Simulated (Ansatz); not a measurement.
Lattice vibrations of MgS at Γ at 1 GPa

Theory: DFT PBEsol, scalar-relativistic, plane waves, PAW in Ansatz. Settings: 420 eV plane-wave cutoff, Γ-centred 8×8×8 mesh, fixed occupations. No spin polarisation. Phonons by linear response, acoustic sum rule imposed.

The cell, relaxed at 1 GPa:
```
Mg S
1.0
     0.00000    2.81007    2.81007
     2.81007    0.00000    2.81007
     2.81007    2.81007    0.00000
Mg S
1 1
Direct
  0.00000 0.00000 0.00000
  0.75000 0.75000 0.75000
```

Problem. Give the high-frequency dielectric tensor ε∞.

Solution.
```
4.15 0.00 0.00
0.00 4.15 0.00
0.00 0.00 4.15
```

Problem. Give the Born effective charges.

Solution.
```csv
atom,Z*xx,Z*yy,Z*zz,mean
Mg (atom 1),1.88,1.88,1.88,1.88
S (atom 2),-1.88,-1.88,-1.88,-1.88
```

Problem. How large is the static dielectric tensor with the ions free to move, and what share of it is ionic?

Solution.
```
6.6 0.0 0.0
0.0 6.6 0.0
0.0 0.0 6.6
```
The ions give 37 % of its trace.

This zinc-blende form isn't the usual stable structure of the compound.